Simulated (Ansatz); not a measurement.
All numbers below come from Ansatz, DFT PBE, scalar-relativistic, plane waves, PAW. Settings: cutoff 420 eV, Γ-centred meshes spaced at most about 0.3 Å⁻¹, and about 0.25 Å⁻¹ or finer for metals (2π included), Gaussian smearing. No spin polarisation in the final relaxations.

Temperature and zero-point effects are left out.

Two relaxed structures of TaGe3Ru:

A.

Space group P6/mmm (No. 191). a = 5.403 Å, b = 5.403 Å, c = 4.731 Å, α = 90.00°, β = 90.00°, γ = 120.00°
| atom | site | symmetry | x | y | z |
| --- | --- | --- | --- | --- | --- |
| Ta | 1b | 6/mmm | 0.0000 | 0.0000 | 0.5000 |
| Ge | 3f | mmm | 0.5000 | 0.0000 | 0.0000 |
| Ru | 1a | 6/mmm | 0.0000 | 0.0000 | 0.0000 |

B.

Space group P4mm (No. 99). a = 3.683 Å, b = 3.683 Å, c = 6.897 Å, α = 90.00°, β = 90.00°, γ = 90.00°
| atom | site | symmetry | x | y | z |
| --- | --- | --- | --- | --- | --- |
| Ta | 1b | 4mm | 0.5000 | 0.5000 | 0.5272 |
| Ge | 2c | 2mm. | 0.5000 | 0.0000 | 0.2262 |
| Ge | 1a | 4mm | 0.0000 | 0.0000 | 0.6371 |
| Ru | 1a | 4mm | 0.0000 | 0.0000 | 0.9915 |

Question: Which is lower in energy, and by how much?

Answer: B is lower, by 0.89 eV/atom. A has space group P6/mmm (No. 191), 23.9 Å³/atom and no gap on its mesh; B has space group P4mm (No. 99), 18.7 Å³/atom and no gap. Counting Ge atoms around Ru and Ta (those within 1.25 times the shortest such distance or 1.15 times the sum of covalent radii; the shortest distance is added where it is long for a bond), A has Ta 12 from 3.6 Å, Ru 6 and B has Ta 8, Ru 5. B holds Ge–Ge nets (shortest 2.60 Å); in A the shortest Ge–Ge distance is 2.70 Å, near bonding range too. The denser one is the lower, and pressure would at first widen the difference. Even the lower one lies +0.19 eV/atom against the reference forms of the elements (uncorrected), so neither is stable at this level. Both come from invented guesses.

Spin–orbit coupling, which can matter for Ta, is left out. Cells relaxed within their symmetry can be saddle points.
